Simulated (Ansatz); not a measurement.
Level of theory: DFT PBE, scalar-relativistic, plane waves, PAW in Ansatz 0.2.0. Settings: cutoff 420 eV, Γ-centred meshes spaced at most about 0.3 Å⁻¹, and about 0.25 Å⁻¹ or finer for metals (2π included), Gaussian smearing. No spin polarisation in the final relaxations.

All energies are static (0 K, no zero-point motion). All come from trial cells, and lower structures may exist.

Question: Which of these relaxed structures of InIrC4N4 is the lowest in energy?
1. Space group P4/mmm (No. 123), tetragonal, a = 7.451 Å, c = 3.285 Å. In is surrounded by 4 N at 2.12 Å; around Ir lie 4 C at 1.97 Å; C is surrounded by 1 N at 1.17 Å and 1 Ir at 1.97 Å; around N lie 1 C at 1.17 Å and 1 In at 2.12 Å.
2. Space group Immm (No. 71), orthorhombic, a = 3.345 Å, b = 9.334 Å, c = 10.648 Å. In is surrounded by 6 N at 2.17–2.27 Å; Ir has 4 C at 1.94–1.99 Å; C on a site of symmetry m2m has 1 N at 1.20 Å and 1 Ir at 1.94 Å; N on a site of symmetry m2m is surrounded by 1 C at 1.20 Å and 2 In at 2.27 Å; 2 more sites not described.

Answer: 2. It has space group Immm (No. 71); the next, 1, with space group P4/mmm (No. 123), lies 127 meV/atom higher. The shortest distance is 1.17 Å (C–N) in the lowest and 1.17 Å (C–N) in the next. Even the lowest lies +0.24 eV/atom against the elements.

These runs have no spin–orbit coupling, which can matter for Ir. Cells relaxed within their symmetry can be saddle points. The Immm cell of InIrC4N4 came from shaking the P4/mmm one. Some types were kept out of the candidates beforehand, so the set may lack a known form.
